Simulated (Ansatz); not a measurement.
Is this TmB₃Au structure a true minimum?

The cell was found from a structure generator's guess, not taken from experiment.

Method: DFT PBE, scalar-relativistic, plane waves, PAW, and for the lanthanide a 4f-in-core norm-conserving potential (Ansatz). Settings: cutoff 690 eV, Γ-centred mesh 6×6×6 on the computed 10-atom cell, Gaussian smearing of 0.10 eV; no spin polarisation.

The cell below (10 atoms, space group P6_3/mmc (No. 194)) is relaxed within its symmetry.

```
CELL_PARAMETERS angstrom
5.07065 0.00000 0.00000
-2.53532 4.39131 0.00000
0.00000 0.00000 5.43115
ATOMIC_POSITIONS crystal
Tm 0.33333 0.66667 0.75000
Tm 0.66667 0.33333 0.25000
B 0.22371 0.77629 0.25000
B 0.44741 0.22371 0.75000
B 0.22371 0.44741 0.25000
B 0.77629 0.22371 0.75000
B 0.55259 0.77629 0.25000
B 0.77629 0.55259 0.75000
Au 0.00000 0.00000 0.00000
Au 0.00000 0.00000 0.50000
```

For the test it was strained at random (σ = 1.5 % a component), the atoms were moved at random (σ = 0.05 Å), and all was relaxed again on a coarse 6×6×4 mesh (in the run’s order of axes) with 0.20 eV smearing, with no symmetry imposed.

Spin–orbit coupling, which can matter for Au, is left out.

Question: What happens?

Answer: It returns, within 1 meV/atom of the unmoved cell on that mesh and with the same symmetry when read at 0.1 Å. No instability shows in this cell; modes of other wave vectors, which need another repeat, aren't tested.

The lanthanide is trivalent by construction, without f bands, f moments or other valences.
